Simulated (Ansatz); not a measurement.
Single point in Ansatz 0.2.0 with r2SCAN, no spin polarisation. Cutoff 500 eV, PAW datasets, 6×6×6 Γ-centred k mesh, fermi-dirac filling (width 0.1 eV).

Computed maps in the lattice plane spanned by b (left to right, 5.82 Å, 18 points from zero) and c (bottom to top, 5.78 Å, 18 points from zero), 90° apart, at height 0.250 along a. The fields are smooth PAW ones with compensation charges, not the true ones near nuclei.

Valence density. Digits on a logarithmic scale: 0 up to 0.03 e/Å³, each further digit a factor of 1.6, 9 from 1.3 e/Å³ up:
```
235788753246999964
323455432346788764
543222234566544566
864211246888633688
996311369999855899
997422479999966999
996311369999866899
975311357998655689
653100135666433466
331000013343211234
110000001111111111
000111100000011000
002455420001222210
125788752113455431
247999974235788753
258999985246999964
358999985347999974
247999974247999974
```

Problem. The cell is KNa₂SiO₃. Which atoms lie within 0.2 Å of this plane, and where (fractions of b and c)?

Solution. O at (0.75, 0.04), O at (0.96, 0.65), O at (0.54, 0.65), K at (0.25, 0.08), Si at (0.75, 0.79). The whole cell:
```yaml
crystal:
  lattice:
    - [6.27365, 0.00000, 0.00000]
    - [0.00000, 5.81967, 0.00000]
    - [0.00000, 0.00000, 5.78434]
  atoms:
    - { symbol: O, position: [0.25000, 0.75000, 0.04280] }
    - { symbol: O, position: [0.75000, 0.25000, 0.95720] }
    - { symbol: Na, position: [0.48000, 0.75000, 0.37100] }
    - { symbol: Na, position: [0.02000, 0.75000, 0.37100] }
    - { symbol: Na, position: [0.98000, 0.25000, 0.62900] }
    - { symbol: Na, position: [0.52000, 0.25000, 0.62900] }
    - { symbol: O, position: [0.25000, 0.96230, 0.65200] }
    - { symbol: O, position: [0.25000, 0.53770, 0.65200] }
    - { symbol: O, position: [0.75000, 0.03770, 0.34800] }
    - { symbol: O, position: [0.75000, 0.46230, 0.34800] }
    - { symbol: K, position: [0.75000, 0.75000, 0.91770] }
    - { symbol: K, position: [0.25000, 0.25000, 0.08230] }
    - { symbol: Si, position: [0.25000, 0.75000, 0.79480] }
    - { symbol: Si, position: [0.75000, 0.25000, 0.20520] }
```

Origin: a known structure type with other elements, at an estimated volume, so it need not be a known compound. Caveats: atoms or cell far from equilibrium.
